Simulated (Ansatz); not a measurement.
Hf$_{2}$N:
```yaml
crystal:
  lattice:
    - [5.32641, 0.00000, 0.00000]
    - [0.00000, 5.32641, 0.00000]
    - [0.00000, 0.00000, 3.24777]
  atoms:
    - { symbol: Hf, position: [0.29535, 0.29535, 0.00000] }
    - { symbol: Hf, position: [0.70465, 0.70465, 0.00000] }
    - { symbol: Hf, position: [0.20465, 0.79535, 0.50000] }
    - { symbol: Hf, position: [0.79535, 0.20465, 0.50000] }
    - { symbol: N, position: [0.00000, 0.00000, 0.00000] }
    - { symbol: N, position: [0.50000, 0.50000, 0.50000] }
```

Relaxed with r²SCAN. Special points in fractions of this cell's reciprocal vectors: Γ (0.000, 0.000, 0.000); X (0.000, 0.500, 0.000); M (0.500, 0.500, 0.000); Z (0.000, 0.000, 0.500); R (0.000, 0.500, 0.500); A (0.500, 0.500, 0.500).

**Question.** List the band energies nearest the Fermi level at these points for r²SCAN in the plane-wave PAW code Ansatz.

**Answer.** In eV from the Fermi level; about four levels below and three above (degenerate sets whole), none deeper than 8.9 eV; points with the same levels are listed once.

| k | below | above |
|---|---|---|
| Γ | -4.79 -4.79 -3.74 -2.25 -0.45 | 0.98 1.12 1.12 |
| X | -2.71 -2.71 -1.13 -1.13 | 1.42 1.42 2.01 2.01 |
| M | -2.00 -2.00 -1.45 -1.45 | 1.04 1.04 1.62 1.62 |
| Z | -1.36 -1.36 -1.35 -1.35 | 2.27 2.27 3.87 3.87 |
| R | -1.32 -1.32 -1.10 -1.10 | 1.82 1.82 4.01 4.01 |
| A | -0.78 -0.78 -0.77 -0.77 | 1.29 1.29 2.94 2.94 |

Space group P4_2/mnm (anti-rutile). The first step of the workflow began from a Materials Project structure, measured or hypothetical; the Crystallography Open Database copy checked does not list it. Its standing as an ambient phase is unchecked. Symmetry was held in the r²SCAN relaxation; whether a distortion lowers the energy is not shown. The run is not spin-polarised. Scalar-relativistic: spin–orbit coupling is off unless named, which matters more the heavier the elements.

Potentials: the later of the program's two PAW sets.
